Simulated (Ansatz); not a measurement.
ZrN (NiAs type, P6_3/mmc) at seven volumes, PBEsol in the plane-wave PAW code Ansatz, shape and atoms relaxed at each. One row is withheld.

```tsv
V (Å³/atom)	P (GPa)
10.724	30.37
11.078	18.63
11.431	8.59
11.785	0.00
12.138	?
12.492	-13.63
12.845	-18.99
```

Task: Fit the shown pressures and predict the withheld one.

Result: P = (3/2)B₀(x^(7/2) − x^(5/2))[1 + (3/4)(B′ − 4)(x − 1)] with x = (V₀/V)^(2/3). Least squares on the six rows gives V₀ = 11.785 Å³/atom, B₀ = 264 GPa, B′ = 4.19. At V = 12.138, x = 0.9805 and P = -7.32 GPa. The run itself gave -7.35 GPa.

The workflow started from a Materials Project entry (that database holds measured and hypothetical structures alike); the Crystallography Open Database copy checked does not list it. It is not the phase usual at ambient conditions (space group No. 225). The cell was relaxed with PBEsol under the symmetry of its start; its stability against distortions is not shown here. The run is not spin-polarised.

Potentials: the later of the program's two PAW sets.
